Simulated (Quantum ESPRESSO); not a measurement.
Kohn-Sham bands of InAs (zinc blende)

```xyz
2
Lattice="0.0000 3.0536 3.0536 3.0536 0.0000 3.0536 3.0536 3.0536 0.0000" Properties=species:S:1:pos:R:3 pbc="T T T"
In     1.5268     1.5268     1.5268
As     0.0000     0.0000     0.0000
```

Materials Project entry mp-20305; symmetrised, unrelaxed at this level. COD (Crystallography Open Database) has an entry of this formula and space group (matched by these alone). Method: PBEsol plane waves in Quantum ESPRESSO 7.5 (PseudoDojo norm-conserving files, 68 Ry, no spin polarisation, no spin-orbit coupling), Bloch states on a 10×10×10 mesh through Γ, Wannier90 4.0.1. Density: 10×10×10 mesh, cold smearing 0.01 Ry. Spin-orbit coupling is left out although heavy elements are present.

Energies are relative to the Fermi level; weights are on the orthonormalised atomic waves of the pseudopotential files, averaged over the group. 28 electrons a cell are treated as valence.

**Question.** Into which isolated groups do the bands fall, where do they lie and what are they made of?

**Answer.** 
```json
[
 {"bands": "1–5", "from (eV)": "-35.08", "to (eV)": "-35.06", "filling": "filled", "weight on atomic waves": "As 3d 100 %"},
 {"bands": "6–10", "from (eV)": "-14.49", "to (eV)": "-14.19", "filling": "filled", "weight on atomic waves": "In 4d 98 %"},
 {"bands": "11", "from (eV)": "-11.71", "to (eV)": "-9.77", "filling": "filled", "weight on atomic waves": "As 4s 63 %, In 5p 21 %, In 5s 10 %"}
]
```

No gap over 0.05 eV opens at the Fermi level at this level of theory; semilocal functionals close the gap of some real semiconductors.
